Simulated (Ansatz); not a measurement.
K₂PdF₆:
```cif
data_F6K2Pd
_chemical_formula_sum 'K2 Pd1 F6'
_space_group_name_H-M_alt 'P-3m1'
_space_group_IT_number 164
_space_group_name_Hall '-P 3 2"'
_cell_length_a 5.70949
_cell_length_b 5.70949
_cell_length_c 4.61518
_cell_angle_alpha 90.000
_cell_angle_beta 90.000
_cell_angle_gamma 120.000
loop_
_atom_site_label
_atom_site_type_symbol
_atom_site_symmetry_multiplicity
_atom_site_Wyckoff_symbol
_atom_site_fract_x
_atom_site_fract_y
_atom_site_fract_z
_atom_site_occupancy
K1 K 2 d 0.66667 0.33333 0.28354 1
Pd1 Pd 1 a 0.00000 0.00000 0.00000 1
F1 F 6 i 0.16267 0.32534 0.22637 1
```

Relaxed with r²SCAN.

Task: Tabulate the valence density and the electron localisation function along the shortest K–F contact (2.82 Å), DFT-r²SCAN in the program Ansatz with PAW potentials.

Result: 

```csv
distance from K (Å),density (e/Å³),ELF
0.28,4.14,0.72
0.42,3.67,0.83
0.56,2.74,0.87
0.71,1.72,0.88
0.85,0.93,0.84
0.99,0.46,0.74
1.13,0.22,0.45
1.27,0.11,0.09
1.41,0.07,0.02
1.55,0.07,0.02
1.69,0.11,0.12
1.83,0.22,0.41
1.98,0.46,0.64
2.12,1.02,0.75
2.26,2.35,0.79
2.40,5.04,0.77
2.54,8.82,0.68
```

The density is the valence pseudo-density with augmentation charge, so density and ELF within about 1 Å of a nucleus are not all-electron values.

The workflow started from a Materials Project entry (that database holds measured and hypothetical structures alike); the Crystallography Open Database files this formula in space group No. 164, but the cells were not matched. Its standing as an ambient phase is unchecked. The cell was relaxed with r²SCAN under the symmetry of its start; its stability against distortions is not shown here. The run is not spin-polarised.

Potentials: the later of the program's two PAW sets.
